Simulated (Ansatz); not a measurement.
## Two states of FeClO

```
Fe Cl O
1.0
     3.75167    0.00000    0.00000
     0.00000    7.65340    0.00000
     0.00000    0.00000    3.30147
Fe Cl O
2 2 2
Direct
  0.00000 0.09700 0.50000
  0.50000 0.90300 0.00000
  0.00000 0.30500 0.00000
  0.50000 0.69500 0.50000
  0.00000 0.91700 0.00000
  0.50000 0.08300 0.50000
```

The numbers come from plane-wave PAW DFT (Ansatz): PBEsol, 420 eV, 5×3×5 Γ-centred k points, fermi-dirac occupations (width 0.1 eV). Nothing was relaxed.

State A: Fe1 along (0.00, -0.01, 1.00), Fe2 along (0.00, -0.01, 1.00) (spinors with spin-orbit coupling). State B: Fe1 along (0.00, 0.00, 1.00), Fe2 along (0.00, 0.00, -1.00) (spinors with spin-orbit coupling).

Q: Which state is lower, and how do they differ?

A: State B is lower by 9.0 meV an atom at zero smearing; in free energy at this smearing B lies -5.8 meV an atom from A. So small a gap isn't resolved on this mesh where a state is a metal.

| state | free energy (meV/atom) | largest moment in a small sphere (μB) | net moment (μB/cell) | gap on mesh (eV) | pressure (GPa) | largest force (eV/Å) |
| --- | --- | --- | --- | --- | --- | --- |
| A | 5.8 | 3.09 | 7.46 | metal | 1.1 | 0.72 |
| B | 0.0 | 3.10 | 0.00 | metal | 1.6 | 0.99 |

Origin: a database entry at a rescaled volume. Caveats: semilocal functionals often miss the gap of such magnets; the k mesh is coarse if the cell is a metal; the SCF threshold is loose for a stress.
